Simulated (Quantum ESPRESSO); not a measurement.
pw.x input (Quantum ESPRESSO 7.5; PBEsol, PseudoDojo standard norm-conserving files, scalar-relativistic):

```
&CONTROL
  calculation = 'scf'
  pseudo_dir = './pseudo'
  outdir = './out'
  tprnfor = .true.
  tstress = .true.
/
&SYSTEM
  ibrav = 0
  nat = 10
  ntyp = 2
  ecutwfc = 88.0
  ecutrho = 352.0
  occupations = 'smearing'
  smearing = 'fd'
  degauss = 0.002
  nbnd = 26
/
&ELECTRONS
  conv_thr = 1e-09
/
ATOMIC_SPECIES
Be 9.0122 Be.upf
N 14.0070 N.upf
CELL_PARAMETERS angstrom
  2.841679970000   0.000000000000   0.000000000000
 -1.420839985000   2.460967043000   0.000000000000
  0.000000000000   0.000000000000   9.746840000000
ATOMIC_POSITIONS crystal
Be   0.333333333000   0.666666667000   0.078490000000
Be   0.666666667000   0.333333333000   0.921510000000
Be   0.666666667000   0.333333333000   0.578490000000
Be   0.333333333000   0.666666667000   0.421510000000
Be   0.000000000000   0.000000000000   0.250000000000
Be   0.000000000000   0.000000000000   0.750000000000
N   0.000000000000   0.000000000000   0.000000000000
N   0.000000000000   0.000000000000   0.500000000000
N   0.333333333000   0.666666667000   0.250000000000
N   0.666666667000   0.333333333000   0.750000000000
K_POINTS automatic
12 12 4 0 0 0
```

End of the output:

```

[...]
     the Fermi energy is    10.8122 ev
!    total energy              =    -250.11641208 Ry
     estimated scf accuracy    <          5.9E-10 Ry
     smearing contrib. (-TS)   =      -0.00000000 Ry
     internal energy E=F+TS    =    -250.11641208 Ry
     The total energy is F=E-TS. E is the sum of the following terms:
     one-electron contribution =     -89.34077507 Ry
     hartree contribution      =      40.59998488 Ry
     xc contribution           =     -53.55441475 Ry
     ewald contribution        =    -147.82120714 Ry
     convergence has been achieved in  11 iterations
     Forces acting on atoms (cartesian axes, Ry/au):
     atom    1 type  1   force =     0.00000000    0.00000000   -0.00181864
     atom    2 type  1   force =     0.00000000    0.00000000    0.00181864
     atom    3 type  1   force =    -0.00000000   -0.00000000   -0.00181864
     atom    4 type  1   force =     0.00000000    0.00000000    0.00181864
     atom    5 type  1   force =     0.00000000   -0.00000000    0.00000000
     atom    6 type  1   force =     0.00000000    0.00000000   -0.00000000
     atom    7 type  2   force =     0.00000000    0.00000000    0.00000000
     atom    8 type  2   force =    -0.00000000    0.00000000    0.00000000
     atom    9 type  2   force =     0.00000000   -0.00000000    0.00000000
     atom   10 type  2   force =    -0.00000000   -0.00000000    0.00000000
     Total force =     0.003637     Total SCF correction =     0.000011
     Computing stress (Cartesian axis) and pressure
          total   stress  (Ry/bohr**3)                   (kbar)     P=      -11.73
  -0.00006457  -0.00000000  -0.00000000           -9.50       -0.00       -0.00
  -0.00000000  -0.00006457   0.00000000           -0.00       -9.50        0.00
  -0.00000000   0.00000000  -0.00011009           -0.00        0.00      -16.20
```
In a gapped system the printed Fermi energy is only some level inside the gap.

Geometry of the Materials Project entry, not relaxed at this level.
